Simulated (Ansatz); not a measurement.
Trial structure of Bi3Cl2, not yet relaxed:

```cif
data_structure
_symmetry_space_group_name_H-M 'P 1'
_symmetry_Int_Tables_number 1
_cell_length_a 4.8185
_cell_length_b 4.8185
_cell_length_c 7.1430
_cell_angle_alpha 90.000
_cell_angle_beta 90.000
_cell_angle_gamma 90.000
_cell_volume 165.84
loop_
_atom_site_label
_atom_site_type_symbol
_atom_site_fract_x
_atom_site_fract_y
_atom_site_fract_z
_atom_site_occupancy
Bi1 Bi 0.00000 0.00000 0.50000 1
Bi2 Bi 0.50000 0.50000 0.50000 1
Bi3 Bi 0.50000 0.50000 0.00000 1
Cl1 Cl 0.00000 0.00000 0.82043 1
Cl2 Cl 0.00000 0.00000 0.17957 1
```

Theory: DFT PBE, scalar-relativistic, plane waves, PAW (Ansatz). Settings: cutoff 420 eV, Γ-centred mesh 4×4×4 on the computed 5-atom cell, Gaussian smearing of 0.10 eV; no spin polarisation.

Energies over the elements count from the elements' standard structures at the same level (Cl₂ as a molecule), with no fitted energy shifts.

Question: Estimate its pressure, forces and energy as it stands.

Answer: The pressure is 6.8 GPa (the mean over three directions, positive in compression), the largest force is 4.32 eV/Å, and the energy is +0.44 eV/atom against the elements. The shortest distance is 2.29 Å.

Question: Is it a good guess?

Answer: A rough one: relaxing gains about 0.46 eV/atom (the start's value is from the coarse mesh, so the gain is rough) in 11 ionic steps and ends at −0.02 eV/atom on the finer mesh. The symmetry stays P4/mmm (No. 123). The volume per atom shrinks by 0.6 %, from 33.2 to 33.0 Å³. The shortest distance goes from 2.29 Å (Bi–Cl) to 2.72 Å (Bi–Cl). The ratio c/a of the conventional cell changes by a factor of 1.25. Conventional cell: a = 4.459 Å, c = 8.290 Å. Bi on its first site is surrounded by 2 Cl at 2.72 Å and 4 Bi at 3.15 Å; around Bi on its second site lie 4 Bi at 3.15 Å; Cl has 1 Bi at 2.72 Å, 1 Cl at 2.85 Å and 4 Bi at 3.46 Å; 1 more site not described.

The last run used an 8×8×6 mesh (in the run's order of axes) for its 5-atom cell and Gaussian smearing of 0.10 eV. The k mesh leaves some 4 meV/atom of noise in the energy of each metallic cell. These runs have no spin–orbit coupling, which can matter for Bi. An odd number of electrons in the primitive cell allows no gap without spin; a larger cell or a magnetic state could open one. The cell is a metal run without spin; a magnetic state may lie lower. The relaxation can't lower the symmetry of the start, and the grade says only how near the guess is to its own end. Symmetry constrained the relaxation, so the result can be a saddle point.
